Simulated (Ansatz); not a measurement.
Electric field gradients in HfO3

These are results of DFT PBE, scalar-relativistic, plane waves, PAW in Ansatz 0.2.0, not measurements. Settings: 420 eV plane-wave cutoff, Γ-centred 6×8×4 mesh, fixed occupations. No spin polarisation.

The cell, relaxed at this level:
```
CELL_PARAMETERS angstrom
4.08445 0.00000 0.04902
0.00000 3.23836 0.00000
-0.86978 0.00000 7.84876
ATOMIC_POSITIONS crystal
Hf 0.27801 0.75000 0.64787
Hf 0.72199 0.25000 0.35213
O 0.87735 0.75000 0.20103
O 0.12265 0.25000 0.79897
O 0.24209 0.25000 0.45796
O 0.75791 0.75000 0.54204
O 0.49035 0.25000 0.79945
O 0.50965 0.75000 0.20055
```

The cell was built by swapping an element in a database structure (itself possibly hypothetical) and relaxing; it need not be the stable form of this composition. The crystal is built of layers and no dispersion correction was added, so the binding between them is poorly described, and with it their spacing and whatever depends on it. Spin–orbit coupling is left out, which matters for gradients at heavy nuclei.

Give V_zz (10²¹ V/m²) and the asymmetry η at each distinct site.

Answers

| atom | V_zz | η |
| --- | --- | --- |
| Hf (atom 1) | 18.26 | 0.44 |
| O (atom 3) | 26.91 | 0.18 |
| O (atom 5) | 1.18 | 0.54 |
| O (atom 7) | 26.88 | 0.18 |

Cost: 1 run of about 0.19 core-minutes, on AMD EPYC 7R43 (Zen 3) (shared hosts).